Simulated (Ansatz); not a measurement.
Computed with DFT PBEsol, scalar-relativistic, plane waves, PAW in Ansatz 0.2.0.

Structure of TaSi₂:

```yaml
crystal:
  lattice:
    - [4.76086, 0.00000, 0.00000]
    - [-2.38043, 4.12303, 0.00000]
    - [0.00000, 0.00000, 6.55578]
  atoms:
    - { symbol: Ta, position: [0.50000, 0.00000, 0.50000] }
    - { symbol: Ta, position: [0.50000, 0.50000, 0.83333] }
    - { symbol: Ta, position: [0.00000, 0.50000, 0.16667] }
    - { symbol: Si, position: [0.15927, 0.31854, 0.50000] }
    - { symbol: Si, position: [0.84073, 0.15927, 0.83333] }
    - { symbol: Si, position: [0.68146, 0.84073, 0.16667] }
    - { symbol: Si, position: [0.84073, 0.68146, 0.50000] }
    - { symbol: Si, position: [0.15927, 0.84073, 0.83333] }
    - { symbol: Si, position: [0.31854, 0.15927, 0.16667] }
```

Settings: cutoff 420 eV, Γ-centred mesh 12×12×6 on the computed 9-atom cell, Gaussian smearing of 0.10 eV; no spin polarisation.

Levels along Γ–M–K–Γ–A–L–H–A | L–M | H–K, in eV from the Fermi level, sorted by energy at each point. Points in fractions of the primitive reciprocal vectors: Γ (0.000 0.000 0.000), M (0.500 0.000 0.000), K (0.333 0.333 0.000), A (0.000 0.000 0.500), L (0.500 0.000 0.500), H (0.333 0.333 0.500).
| point | k (1/Å, with 2π) | band 28 | band 29 | band 30 | band 31 | band 32 | band 33 | band 34 |
| --- | --- | --- | --- | --- | --- | --- | --- | --- |
| Γ | 0.000 | -2.53 | -2.41 | -2.22 | -2.22 | -1.49 | 0.70 | 3.01 |
| - | 0.109 | -2.50 | -2.27 | -2.19 | -2.11 | -1.52 | 0.74 | 2.87 |
| - | 0.218 | -2.43 | -2.14 | -2.12 | -1.88 | -1.59 | 0.73 | 2.45 |
| - | 0.327 | -2.13 | -2.00 | -1.96 | -1.63 | -1.62 | 0.55 | 2.01 |
| - | 0.435 | -2.04 | -1.71 | -1.64 | -1.22 | -1.20 | 0.26 | 1.68 |
| - | 0.544 | -2.08 | -1.44 | -1.13 | -0.69 | -0.52 | 0.05 | 1.43 |
| - | 0.653 | -2.08 | -1.21 | -0.83 | -0.22 | -0.14 | 0.35 | 1.26 |
| M | 0.762 | -2.09 | -1.11 | -0.78 | -0.12 | -0.03 | 0.86 | 1.21 |
| - | 0.825 | -2.06 | -1.14 | -0.82 | -0.10 | 0.00 | 0.83 | 1.24 |
| - | 0.888 | -2.01 | -1.21 | -0.94 | -0.07 | 0.07 | 0.78 | 1.31 |
| - | 0.951 | -1.97 | -1.32 | -1.09 | -0.01 | 0.15 | 0.73 | 1.41 |
| - | 1.013 | -1.96 | -1.44 | -1.27 | 0.07 | 0.23 | 0.68 | 1.53 |
| - | 1.076 | -1.90 | -1.57 | -1.44 | 0.16 | 0.30 | 0.63 | 1.69 |
| - | 1.139 | -1.86 | -1.68 | -1.61 | 0.25 | 0.34 | 0.58 | 1.90 |
| K | 1.202 | -1.77 | -1.77 | -1.74 | 0.32 | 0.32 | 0.57 | 2.14 |
| - | 1.328 | -1.86 | -1.86 | -1.40 | 0.08 | 0.35 | 0.54 | 1.50 |
| - | 1.453 | -2.09 | -1.92 | -1.17 | -0.39 | 0.17 | 0.25 | 1.06 |
| - | 1.579 | -2.16 | -1.95 | -1.31 | -0.99 | -0.55 | 0.19 | 1.14 |
| - | 1.705 | -2.19 | -1.95 | -1.66 | -1.53 | -1.31 | 0.43 | 1.61 |
| - | 1.830 | -2.25 | -2.23 | -1.90 | -1.86 | -1.61 | 0.70 | 2.23 |
| - | 1.956 | -2.45 | -2.29 | -2.11 | -2.11 | -1.53 | 0.74 | 2.81 |
| Γ | 2.082 | -2.53 | -2.41 | -2.22 | -2.22 | -1.49 | 0.70 | 3.01 |
| - | 2.150 | -2.41 | -2.35 | -2.25 | -2.19 | -1.50 | 0.78 | 2.70 |
| - | 2.219 | -2.31 | -2.25 | -2.14 | -1.89 | -1.52 | 0.99 | 2.42 |
| - | 2.287 | -2.24 | -2.20 | -2.08 | -1.56 | -1.31 | 1.27 | 2.28 |
| - | 2.356 | -2.29 | -2.12 | -2.00 | -1.60 | -0.69 | 1.54 | 2.35 |
| - | 2.424 | -2.29 | -2.05 | -1.93 | -1.66 | -0.05 | 1.66 | 2.61 |
| - | 2.493 | -2.29 | -2.00 | -1.85 | -1.71 | 0.56 | 1.51 | 2.62 |
| A | 2.561 | -2.29 | -1.99 | -1.78 | -1.78 | 1.11 | 1.11 | 2.68 |
| - | 2.670 | -2.29 | -2.02 | -1.82 | -1.80 | 1.07 | 1.13 | 2.34 |
| - | 2.779 | -2.30 | -2.09 | -1.87 | -1.85 | 0.87 | 1.12 | 1.84 |
| - | 2.888 | -2.28 | -2.12 | -1.91 | -1.88 | 0.52 | 0.97 | 1.54 |
| - | 2.996 | -2.25 | -2.11 | -1.87 | -1.87 | 0.25 | 0.81 | 1.42 |
| - | 3.105 | -2.22 | -2.11 | -1.79 | -1.42 | 0.02 | 0.93 | 1.57 |
| - | 3.214 | -2.10 | -1.98 | -1.89 | -0.87 | -0.21 | 1.32 | 1.84 |
| L | 3.323 | -2.09 | -2.06 | -1.85 | -0.71 | -0.25 | 1.56 | 1.98 |
| - | 3.386 | -2.16 | -1.95 | -1.55 | -0.68 | -0.25 | 1.54 | 1.99 |
| - | 3.449 | -2.22 | -1.76 | -1.18 | -0.61 | -0.25 | 1.49 | 2.00 |
| - | 3.511 | -2.29 | -1.56 | -0.83 | -0.52 | -0.28 | 1.40 | 2.00 |
| - | 3.574 | -2.38 | -1.36 | -0.53 | -0.43 | -0.34 | 1.27 | 1.84 |
| - | 3.637 | -2.44 | -1.15 | -0.45 | -0.34 | -0.28 | 1.12 | 1.65 |
| - | 3.700 | -2.40 | -0.95 | -0.59 | -0.25 | -0.15 | 0.99 | 1.55 |
| H | 3.763 | -2.38 | -0.76 | -0.76 | -0.17 | -0.17 | 0.94 | 1.57 |
| - | 3.889 | -2.43 | -1.14 | -0.55 | -0.50 | 0.01 | 1.07 | 1.67 |
| - | 4.014 | -2.36 | -1.52 | -1.07 | -0.75 | 0.15 | 1.26 | 1.54 |
| - | 4.140 | -2.25 | -1.86 | -1.53 | -1.49 | 0.15 | 1.34 | 1.44 |
| - | 4.266 | -2.18 | -2.13 | -1.93 | -1.79 | 0.27 | 1.21 | 1.58 |
| - | 4.391 | -2.28 | -2.12 | -1.87 | -1.87 | 0.73 | 1.16 | 1.82 |
| - | 4.517 | -2.29 | -2.03 | -1.83 | -1.80 | 1.05 | 1.13 | 2.28 |
| A | 4.643 | -2.29 | -1.99 | -1.78 | -1.78 | 1.11 | 1.11 | 2.68 |
| L | 4.643 | -2.09 | -2.06 | -1.85 | -0.71 | -0.25 | 1.56 | 1.98 |
| - | 4.711 | -2.13 | -1.81 | -1.73 | -0.72 | -0.23 | 1.53 | 1.96 |
| - | 4.780 | -2.13 | -1.53 | -1.50 | -0.75 | -0.20 | 1.43 | 1.88 |
| - | 4.848 | -2.12 | -1.30 | -1.21 | -0.79 | -0.16 | 1.28 | 1.76 |
| - | 4.917 | -2.10 | -1.16 | -0.88 | -0.81 | -0.11 | 1.12 | 1.61 |
| - | 4.985 | -2.09 | -1.11 | -0.80 | -0.54 | -0.06 | 0.98 | 1.44 |
| - | 5.053 | -2.09 | -1.11 | -0.79 | -0.25 | -0.03 | 0.89 | 1.28 |
| M | 5.122 | -2.09 | -1.11 | -0.78 | -0.12 | -0.03 | 0.86 | 1.21 |
| H | 5.122 | -2.38 | -0.76 | -0.76 | -0.17 | -0.17 | 0.94 | 1.57 |
| - | 5.190 | -2.36 | -0.83 | -0.82 | -0.11 | -0.11 | 0.93 | 1.56 |
| - | 5.259 | -2.30 | -0.98 | -0.97 | 0.00 | 0.01 | 0.89 | 1.67 |
| - | 5.327 | -2.20 | -1.18 | -1.16 | 0.13 | 0.17 | 0.80 | 1.85 |
| - | 5.396 | -2.04 | -1.38 | -1.34 | 0.24 | 0.32 | 0.65 | 1.98 |
| - | 5.464 | -1.84 | -1.57 | -1.52 | 0.32 | 0.45 | 0.47 | 1.98 |
| - | 5.533 | -1.76 | -1.71 | -1.67 | 0.34 | 0.34 | 0.54 | 2.05 |
| K | 5.601 | -1.77 | -1.77 | -1.74 | 0.32 | 0.32 | 0.57 | 2.14 |

Spin-orbit coupling is left out, which matters for the bands of heavy elements.

Cost: 1 run of about 5.4 core-minutes, on Arm Neoverse V2 (shared hosts).